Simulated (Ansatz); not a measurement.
Relaxed-ion elastic tensor of BiSe (rock salt, Fm-3m) in GPa (Voigt order), LDA in the plane-wave PAW code Ansatz; density 8.79 g/cm³, 27.21 Å³ per atom.

```
 133  34.5  34.5   0.0   0.0   0.0
34.5   133  34.5   0.0   0.0   0.0
34.5  34.5   133   0.0   0.0   0.0
 0.0   0.0   0.0  -8.5   0.0   0.0
 0.0   0.0   0.0   0.0  -8.5   0.0
 0.0   0.0   0.0   0.0   0.0  -8.5
```

Q: Is the crystal mechanically stable?

A: No: the smallest eigenvalue of C is -8.5 GPa.

The workflow started from a Materials Project entry (that database holds measured and hypothetical structures alike); the Crystallography Open Database files this formula in space group No. 225, but the cells were not matched. Whether it is the stable phase at ambient conditions was not checked. The LDA relaxation kept the symmetry of its start. At this level the phase is mechanically unstable. As this level gives no gap, shear constants depend on the k-mesh and smearing (Fermi–Dirac, 0.1 eV here). Spin–orbit coupling is left out wherever it is not named.

Potentials: the later of the program's two PAW sets.
